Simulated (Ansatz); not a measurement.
## VPt: tetragonal deformation path

Theory: DFT PBEsol, scalar-relativistic, plane waves, PAW in Ansatz 0.2.0. The runs took a 420 eV cutoff, a Γ-centred 20×20×14 mesh and Gaussian smearing (0.15 eV). Spin–orbit coupling is left out, which matters for the heavy elements here. Collinear spins, started from moments 0.2, 0.0 μB in atom order; the magnetic state may not be the lowest. Energies are free energies at this smearing, counted from the undisturbed cell; pressure is positive in compression.

Zero of the scan (as given, not relaxed at this level; it stands at -5.6 GPa, and it needn't be the usual structure):

```
V Pt
1.0
     2.69408    0.00000    0.00000
     0.00000    2.69408    0.00000
     0.00000    0.00000    3.88000
V Pt
1 1
Direct
  0.50000 0.50000 0.50000
  0.00000 0.00000 0.00000
```

At fixed volume and fractional coordinates, lengths along (0.000, 0.000, 1.000) are scaled against those across it; ρ is that ratio over its starting value. The cell is metallic on the mesh throughout.

Problem. Over the sampled range (0.800 to 1.200), is the undisturbed cell the lowest point?

Solution. Yes, every other sampled point lies higher.

The scan:

```
    ρ  ΔE (meV/atom)
0.800          281.9
0.850          178.2
0.920           56.8
0.960           16.2
1.000            0.0
1.050           15.8
1.100           69.8
1.200          272.8
```